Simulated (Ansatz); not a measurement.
CsPH2O4:
```
CsPH2O4
1.0
    4.91877     0.00000     0.00000
    0.00000     6.31068     0.00000
   -2.34660     0.00000     7.56176
Cs H P O
2 4 2 8
Direct
  0.25867   0.21800   0.73515
  0.74133   0.71800   0.26485
  0.04207   0.98411   0.02844
  0.95793   0.48411   0.97156
  0.67756   0.22454   0.35427
  0.32244   0.72454   0.64573
  0.21004   0.23081   0.23800
  0.78996   0.73081   0.76200
  0.21835   0.01880   0.13253
  0.78165   0.51880   0.86747
  0.20836   0.42128   0.12116
  0.79164   0.92128   0.87884
  0.02386   0.72432   0.67571
  0.97614   0.22432   0.32429
  0.50030   0.22166   0.39207
  0.49970   0.72166   0.60793
```

r²SCAN in the plane-wave PAW code Ansatz gives a gap of 5.97 eV without spin–orbit coupling, maximum at A, minimum at Γ.

**Question.** What happens when spin–orbit coupling is switched on?

**Answer.** The gap is nearly the same, to 5.97 eV; maximum off the standard path, at k = (-0.500, 0.000, 0.479), minimum at Γ.

Space group P2_1. The workflow started from a Materials Project entry (that database holds measured and hypothetical structures alike); the Crystallography Open Database files this formula in space group No. 4, but the cells were not matched. Its standing as an ambient phase is unchecked. The r²SCAN relaxation kept the symmetry of its start; whether a distortion lowers the energy is not shown.

Potentials: the later of the program's two PAW sets.
